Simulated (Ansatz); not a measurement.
SnSe (zinc blende, F-43m), PBE (plane waves, PAW; program Ansatz), all energies at zero smearing, with the estimated change up to a 700 eV cutoff added, with one set of potentials and settings (totals compare only within such a set). Cell of 2 atoms (1 Se, 1 Sn): -11493.698 eV.

```tsv
element	reference phase	E (eV/atom)
Se	P3_121, 3 atoms in the cell	-5469.0798
Sn	Fd-3m, 2 atoms in the cell	-6024.2128
```

Formation energy per atom, worked out: (-11493.698 − 1×(-5469.0798) − 1×(-6024.2128))/2 = -0.203 eV/atom (-20 kJ per mol of atoms), at 0 K, without zero-point energy or fitted corrections.

The start of the workflow was typed in or built on a structure type; neither database checked (COD, Materials Project) lists it. It is not the phase usual at ambient conditions (space group No. 62). The PBE relaxation kept the symmetry of its start; its stability against distortions is not shown here. The volume moved by 17 % from the start of the relaxation. The references are the lowest solids computed at this level, not always the standard phases. Spin–orbit coupling is left out wherever it is not named.

Potentials: the later of the program's two PAW sets.
